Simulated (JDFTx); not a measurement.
Reference run:

Ag(100) slab cut from bulk Ag (space group Fm-3m, indices of the conventional cell, lattice of the Materials Project entry mp-124, not re-optimised): 5 atoms in 5 planes, a 1x1 cell of 8.42 Å² (|a| = 2.902, |b| = 2.902 Å), 8.2 Å between the outermost planes, cell height 24.2 Å, 8×8×1 k mesh, Fermi smearing 0.01 Ha, no spin polarisation.

The reference is PBE, GBRV ultrasoft potentials, plane waves to 20/100 Ha; code: JDFTx (a modified build). Unrelaxed; liquid: linear PCM (GLSSA13), water, 1 M NaCl. Potentials refer to SHE, placed 4.44 V below the bulk liquid's zero by convention.

Settings tried: 10/50 Ha; 12/60 Ha; 15/75 Ha; 20/100 Ha; 25/125 Ha; 30/150 Ha.

### Question
Which is the cheapest setting from which the work function and U_pzc both stay within 0.03 (eV, V) of the last one?

### Answer
15/75 Ha, at roughly 0.3 of the last row's time. Over the whole series the work function spans 0.41 eV and U_pzc 0.11 V.

```
plane-wave cutoffs  work function (eV)  U_pzc (V)  mean C below U_pzc (μF/cm²)  k states × plane waves  cycles, vacuum run  rough core time, vacuum run
------------------  ------------------  ---------  ---------------------------  ----------------------  ------------------  ---------------------------
10/50 Ha                          4.72      -0.27                15 over 0.5 V               15 × 2076                  17                         40 s
12/60 Ha                          4.41      -0.34                15 over 0.5 V               15 × 2731                  18                         60 s
15/75 Ha                          4.32      -0.38                15 over 0.5 V               15 × 3816                  18                         80 s
20/100 Ha                         4.32      -0.38                15 over 0.5 V               15 × 5873                  18                        3 min
25/125 Ha                         4.31      -0.38                15 over 0.5 V               15 × 8213                  18                        4 min
30/150 Ha                         4.31      -0.38                15 over 0.5 V              15 × 10791                  18                        4 min
```

The times are rough (shared hosts); only ratios past two mean anything.
